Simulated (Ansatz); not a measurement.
MnSi (FeSi type, space group P2_13)

```xyz
8
Lattice="4.5603 0.0000 0.0000 0.0000 4.5603 0.0000 0.0000 0.0000 4.5603" Properties=species:S:1:pos:R:3 pbc="T T T"
Mn     0.6343     0.6343     0.6343
Mn     2.9144     1.6458     3.9260
Mn     3.9260     2.9144     1.6458
Mn     1.6458     3.9260     2.9144
Si     3.8546     3.8546     3.8546
Si     1.5745     2.9858     0.7057
Si     0.7057     1.5745     2.9858
Si     2.9858     0.7057     1.5745
```

Equation-of-state scan: isotropic scaling of the cell above, V₀ being its volume. The atoms relax within the cell's symmetry.

Method: r2SCAN (plane waves to 500 eV, PAW, scalar-relativistic; Ansatz, a quantum-chemistry and plane-wave program). k mesh 10×10×10 (Γ-centred), Fermi-Dirac smearing 0.05 eV. Stress and pressure are positive under compression. MnSi was relaxed with its symmetry unable to fall. Relaxed MnSi ends ferromagnetic. The PAW data are Ansatz's earlier set. Other magnetic orders were not checked, so this need not be the ground state.

At one point of the scan the stress tensor (GPa) is:

```
   -5.0      0.0      0.0
    0.0     -5.0      0.0
    0.0      0.0     -5.0
```

Task: Which point is it?
(A) V/V₀ = 1.045
(B) V/V₀ = 1.060
(C) V/V₀ = 1.015
(D) V/V₀ = 1.030

Result: D, V/V₀ = 1.030

(A scan under strain: stresses follow from slopes of the energy per volume, elastic moduli from its curvatures.)
